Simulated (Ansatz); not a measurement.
Cr:
```
CELL_PARAMETERS angstrom
      2.31869     0.00000     0.00000
      0.00000     2.31869     0.00000
      0.00000     0.00000     2.31869
ATOMIC_POSITIONS crystal
  Cr 0.00000 0.00000 0.00000
```

Relaxed with r²SCAN. Special points in fractions of this cell's reciprocal vectors: Γ (0.000, 0.000, 0.000); X (0.000, 0.500, 0.000); M (0.500, 0.500, 0.000); R (0.500, 0.500, 0.500).

**Question.** List the band energies nearest the Fermi level at these points for r²SCAN (plane waves, PAW; program Ansatz).

**Answer.** In eV from the Fermi level; about four levels below and three above (degenerate sets whole), none deeper than 8.9 eV; … stands for higher levels left out; points with the same levels are listed once.

```tsv
k	below	above
Γ	-8.04 -3.67 -3.67	…
X	-3.45 -2.85 -1.03	0.63 0.63 …
M	-4.95 -2.01	1.09 1.09 3.78
R	-3.13 -3.13 -3.13	3.89 3.89 …
```

Space group Pm-3m (simple cubic). The cell is a constructed one: a structure type filled with these elements; neither database checked (COD, Materials Project) lists it. It is not the phase usual at ambient conditions (space group No. 229). The cell was relaxed with r²SCAN under the symmetry of its start. At this level the phase is mechanically unstable. The workflow began spin-polarised and lost its moments. The cell computed holds one magnetic atom, so no antiferromagnetic order was within reach.

Potentials: the earlier of the program's two PAW sets.
